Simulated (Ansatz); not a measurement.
An Ansatz (an electronic-structure program) run. Input:

Ansatz 0.2 input:
```yaml
crystal:
  lattice:
    - [0.0, 2.1550703781, 2.1550703781]
    - [2.1550703781, 0.0, 2.1550703781]
    - [2.1550703781, 2.1550703781, 0.0]
  atoms:
    - { symbol: Li, position: [0.0, 0.0, 0.0] }
    - { symbol: F, position: [0.25, 0.25, 0.25] }
kpoints:
  mp_grid: { grid: [8, 8, 8] }
hamiltonian:
  xc: hse06
  pseudopotentials: { azcp: { folder: ./paw }, kind: paw }
scf:
  n_extra_bands: 6
  occupations: { method: fixed }
output:
  eigenvalues: true
  eigenstates:
    e_range: [-9.0, 19.5]
    kpoints:
      - [0.0, 0.0, 0.0]  # VBM
      - [0.0, 0.0, 0.0]  # CBM
      - [0.0, 0.0, 0.0]  # GAMMA
      - [0.5, 0.0, 0.5]  # X
      - [0.5, 0.5, 0.5]  # L
      - [0.5, 0.25, 0.75]  # W
      - [0.375, 0.375, 0.75]  # K
      - [0.625, 0.25, 0.625]  # U
```

Output (shortened):

```
Pseudopotential: Li, paw, valence charge 3
Pseudopotential: F, paw, valence charge 7
Functional definition: HSE06
davidson cushion auto → on  (no smearing: the cushion is to keep the highest requested band from converging to the state above it …
Crystal: 2 atoms, lattice volume = 20.018 Å³
Basis set: ecut = 420 eV, 387 PW (Γ)
Bands: 11, of which v1, the nominal top of the filled ones, is band 5 counted from 1 (4 counted from 0)
Symmetry: 24 space group operations
Space group: F-43m (ITA 216), of the structure as read, at distance tolerance 2.7e-5 Å
k-points: 29 of 512 (time reversal used)
SCF iter   1: F=—  HF=-1016.085754 eV  |F-HF|=—  |Δ(HF+E_count)|=         —  Δρ=5.67e-2  dr2=4.29e-1  ethr=1.00e-1  ⟨swp⟩=4.8  Hψ=1208  notcnv=0
preconditioner: auto → none
SCF iter   2: F=—  HF=-1016.135311 eV  |F-HF|=—  |Δ(HF+E_count)|=   4.96e-2  Δρ=2.76e-2  dr2=1.01e-1  ethr=4.29e-3  ⟨swp⟩=3.1  Hψ=818  notcnv=0
SCF iter   3: F=—  HF=-1016.168848 eV  |F-HF|=—  |Δ(HF+E_count)|=   3.35e-2  Δρ=1.17e-2  dr2=1.43e-2  ethr=1.01e-3  ⟨swp⟩=3.0  Hψ=950  notcnv=0
iter 4 solved again at ethr=1.61e-6 eV; its pass at ethr=1.43e-4 eV (dr2=1.61e-4 eV) is discarded
SCF iter   4: F=-1016.164947 eV  HF=-1016.164718 eV  |F-HF|=2.29e-4  |Δ(HF+E_count)|=   4.13e-3  Δρ=1.07e-3  dr2=1.64e-4  ethr=1.61e-6  ⟨swp⟩=3.1  Hψ=1702  notcnv=0
SCF 1 stopped early in 4 iterations: F = -1016.164947 eV  dr2 = 1.64e-4
Crystal: 2 atoms, lattice volume = 20.018 Å³
Exchange kernel: α = 0.2500, screened, ω = 0.2079 Å⁻¹, Wigner–Seitz truncation, v(0) = 1046.6961 eV·Å³, q-mesh 8×8×8, nearest image of the exchange supercell L …
Frozen-core exchange: fock
SCF iter   1: F=—  HF=-1016.099149 eV  |F-HF|=—  |Δ(HF+E_count)|=         —  Δρ=7.82e-3  dr2=1.46e-2  ethr=1.64e-5  ⟨swp⟩=4.7  Hψ=1358  notcnv=0
preconditioner: auto → none
SCF iter   2: F=—  HF=-1016.095689 eV  |F-HF|=—  |Δ(HF+E_count)|=   3.46e-3  Δρ=2.65e-3  dr2=1.07e-3  ethr=1.64e-5  ⟨swp⟩=3.0  Hψ=1039  notcnv=0
SCF iter   3: F=—  HF=-1016.097404 eV  |F-HF|=—  |Δ(HF+E_count)|=   1.72e-3  Δρ=4.15e-4  dr2=3.34e-5  ethr=8.11e-6  ⟨swp⟩=3.0  Hψ=836  notcnv=0
SCF iter   4: F=-1016.097395 eV  HF=-1016.097396 eV  |F-HF|=3.17e-7  |Δ(HF+E_count)|=   8.35e-6  Δρ=7.31e-5  dr2=1.15e-6  ethr=3.29e-7  ⟨swp⟩=3.0  Hψ=927  notcnv=0
SCF 2 stopped early in 4 iterations: F = -1016.097395 eV  dr2 = 1.15e-6
hybrid outer 1: dexx = +2.357e-3 eV, tail = 6.65e-6 eV
Crystal: 2 atoms, lattice volume = 20.018 Å³
Exchange kernel: α = 0.2500, screened, ω = 0.2079 Å⁻¹, Wigner–Seitz truncation, v(0) = 1046.6961 eV·Å³, q-mesh 8×8×8, nearest image of the exchange supercell L …
Frozen-core exchange: fock
SCF iter   1: F=—  HF=-1016.097516 eV  |F-HF|=—  |Δ(HF+E_count)|=         —  Δρ=1.12e-4  dr2=6.08e-7  ethr=3.33e-7  ⟨swp⟩=3.0  Hψ=785  notcnv=0
preconditioner: auto → none
iter 2 solved again at ethr=1.21e-10 eV; its pass at ethr=5.98e-9 eV (dr2=1.21e-8 eV) is discarded
SCF iter   2: F=-1016.097516 eV  HF=-1016.097516 eV  |F-HF|=3.35e-9  |Δ(HF+E_count)|=   1.50e-7  Δρ=1.39e-5  dr2=2.39e-8  ethr=1.21e-10  ⟨swp⟩=2.8  Hψ=1654  notcnv=0
SCF 3 converged in 2 iterations: F = -1016.097516 eV  dr2 = 2.39e-8
hybrid outer 2: dexx = +1.244e-7 eV, tail = 5.83e-8 eV, Δε = 1.85e-3 eV (about 2.04e-4 eV left of the loop's levels)
the search or the solves at the SCF's close seem to have found levels that the self-consistency loop had missed (the run counts 1) …
NSCF: frozen V_eff on 8 k-points
hybrid SCF converged: 2 outer / 6 inner (+4 warm-up), last move |dexx| = 1.24e-7 eV, tail = 5.83e-8 eV
Stability not checked (fock_operator)
Free energy (F): -1016.097516 eV
Frozen-core exchange: fock
Harris-Foulkes:  -1016.097516 eV  (|F-HF|=3.35e-9)
Internal energy: -1016.097516 eV  (E = F + TS)
E sigma→0 (E₀):  -1016.097516 eV
Fermi energy:    -2.697429 eV
--- Per-component energies (eV) ---
  E_band       = -158.010662
  E_kinetic    = 217.879917
  E_local      = -753.068553  (includes V_loc(G=0)·N_el)
  E_nonlocal   = 66.461898
  E_hartree    = 269.902066
  E_xc         = -69.923545
  E_vxc        = -88.944109  (∫ρ·V_xc dr)
  E_exx        = -38.387891  (= α·E_x^exact, valence–valence)
  E_paw        = -208.463344  (= ΣΔE_a)
  E_vpaw       = -63.372404  (= ΣTr[D̂ρ^β])
  E_aug_tail   = 0.000878  (compensation charges beyond the density's cutoff)
  E_ewald      = -500.468744
  E_core_change = -0.030198  (= ΣΔE_core)
  E_smearing   =  0.000000  (= −TS)
  E_closure    =  0.000000  (closes the sum)
  Σ components = -1016.097516   (vs F -1016.097516, Δ=1.14e-13)
  [band-id]    e_kinetic+e_local+e_nonlocal+2·e_hartree+e_vxc+2·e_exx+e_vpaw+e_augmentation_tail = -158.014023   (vs E_band -158.010662, Δ=-3.36e-3)
--- Band table (eV; the first three rows and the last of 29) ---
  k-point 0: bands = ["-45.0615", "-23.5683", "-2.6974", "-2.6974", "-2.6974", "7.3290", "19.2284", "19.2284", "19.2284", "27.6706", "27.6706"]
  k-point 1: bands = ["-45.0560", "-23.5425", "-3.0314", "-2.7384", "-2.7384", "7.7754", "18.8308", "19.3153", "19.3153", "26.0999", "26.1429"]
  k-point 2: bands = ["-45.0426", "-23.4786", "-3.7749", "-2.8351", "-2.8351", "8.9499", "17.4591", "19.2982", "19.2982", "25.4148", "25.4148"]
  k-point 28: bands = ["-45.0113", "-23.3261", "-4.1768", "-3.6676", "-3.5103", "11.6065", "15.2199", "16.4998", "20.0149", "22.8273", "28.6319"]
```

Cost: about 30 core-seconds (a rough figure) on shared cores.

The points marked VBM and CBM come from a semilocal run.

The start of the workflow was typed in or built on a structure type; neither database checked (COD, Materials Project) lists it. It is not the phase usual at ambient conditions (space group No. 225). The cell was relaxed with PBEsol under the symmetry of its start; whether a distortion lowers the energy is not shown.

Potentials: the earlier of the program's two PAW sets. The files were generated under PBE; for other functionals the program regenerates the frozen cores, and for LDA and PBEsol the local potential too.

Ansatz is a plane-wave DFT program.
